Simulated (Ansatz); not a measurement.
AlBRu₃ (cubic perovskite, Pm-3m) at seven volumes, DFT-r²SCAN in the program Ansatz with PAW potentials, scaled uniformly. One row is withheld.

| V (Å³/atom) | P (GPa) |
|---|---|
| 11.889 | 28.21 |
| 12.281 | 17.23 |
| 12.673 | ? |
| 13.064 | 0.00 |
| 13.456 | -6.71 |
| 13.848 | -12.39 |
| 14.240 | -17.20 |

Q: Fit the shown pressures and predict the withheld one.

A: Third-order Birch–Murnaghan: P = (3/2)B₀(x^(7/2) − x^(5/2))[1 + (3/4)(B′ − 4)(x − 1)] with x = (V₀/V)^(2/3). Least squares on the six rows gives V₀ = 13.064 Å³/atom, B₀ = 242.2 GPa, B′ = 4.49. At V = 12.673, x = 1.0205 and P = 7.88 GPa. The run itself gave 7.91 GPa.

The start of the workflow was typed in or built on a structure type; neither database checked (COD, Materials Project) lists it. Its standing as an ambient phase is unchecked. Symmetry was held in the r²SCAN relaxation; its stability against distortions is not shown here. No spin polarisation was allowed. The volume moved by -15 % from the start of the relaxation.

Potentials: the earlier of the program's two PAW sets.
